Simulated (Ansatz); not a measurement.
Here is the system:

Nb (bcc, W type), conventional cell a = b = c = 3.303 Å, α = β = γ = 90.00°. The calculation uses the primitive cell of 1 atom, to which meshes and values per cell refer.

E(V) scan at fixed shape, V₀ the volume above. Symmetry pins the atoms to their sites.

All values below come from r2SCAN (plane waves to 500 eV, PAW, scalar-relativistic; Ansatz, a quantum-chemistry and plane-wave program). k mesh 20×20×20 (Γ-centred), Fermi-Dirac smearing 0.05 eV. The energy includes the smearing's −TS. Compression counts positive. Nb is run without spin polarisation. Nb was relaxed with its symmetry unable to fall. The zero of ΔE is the relaxed starting cell.

The scan covers V/V₀ from 0.900 to 1.100 in 11 points.

Problem. What is ΔE at V/V₀ = 0.900?

Solution. 115 meV/atom.

Problem. What is ΔE at V/V₀ = 1.100?

Solution. 84 meV/atom.

Problem. What pressure does the cell carry at V/V₀ = 0.900?

Solution. 22.3 GPa.

(Under strain, the slope of the energy per volume gives the stress and its curvature an elastic modulus.)
